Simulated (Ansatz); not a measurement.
MgO:
```xyz
4
Lattice="3.3043 0.0000 0.0000 -1.6522 2.8616 0.0000 0.0000 0.0000 5.0156" Properties=species:S:1:pos:R:3 pbc="T T T"
Mg     0.0000     1.9077     0.0176
Mg     1.6522     0.9539     2.5254
O      0.0000     1.9077     2.0117
O      1.6522     0.9539     4.5195
```

x, y and z are the axes in which the lattice vectors are written.

Task: Give the proper piezoelectric stress tensor with relaxed ions from PBEsol (plane waves, PAW; program Ansatz).

Result: In C/m², rows x, y, z, Voigt columns; mesh uncertainty up to 0.00.
```
 0.00   0.00   0.00   0.00  -0.37   0.00
 0.00   0.00   0.00  -0.37   0.00   0.00
-0.73  -0.73   2.06   0.00   0.00   0.00
```

The elastic tensor of the same run (GPa):

```
 190   102  97.4   0.0   0.0   0.0
 102   190  97.4   0.0   0.0   0.0
97.4  97.4   103   0.0   0.0   0.0
 0.0   0.0   0.0  61.2   0.0   0.0
 0.0   0.0   0.0   0.0  61.2   0.0
 0.0   0.0   0.0   0.0   0.0  44.3
```

Task: Convert to strain constants d = e·S.

Result: In pC/N:
```
  0.0    0.0    0.0    0.0   -6.0    0.0
  0.0    0.0    0.0   -6.0    0.0    0.0
-24.7  -24.7   66.5    0.0    0.0    0.0
```

Space group P6_3mc (wurtzite). The workflow started from a Materials Project entry (that database holds measured and hypothetical structures alike); the Crystallography Open Database copy checked does not list it. It is not the phase usual at ambient conditions (space group No. 225). Symmetry was held in the PBEsol relaxation; its stability against distortions is not shown here. Signs of piezoelectric constants follow the polarity of the cell as given.

Potentials: the earlier of the program's two PAW sets. The files were generated under PBE; for other functionals the program regenerates the frozen cores, and for LDA and PBEsol the local potential too.
